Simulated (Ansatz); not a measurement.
According to PBE (plane waves, PAW; program Ansatz), Sn in the β-Sn type structure (I4_1/amd) relaxes to a = 5.925 Å, c = 3.237 Å.

Electronic character: metallic (no gap).

The cell was relaxed with PBE under the symmetry of its start. Axis ratios of metals converge slowly with the k-mesh, so a and c are less sure than the volume. Scalar-relativistic: spin–orbit coupling is off unless named, which matters more the heavier the elements.

Potentials: the later of the program's two PAW sets.
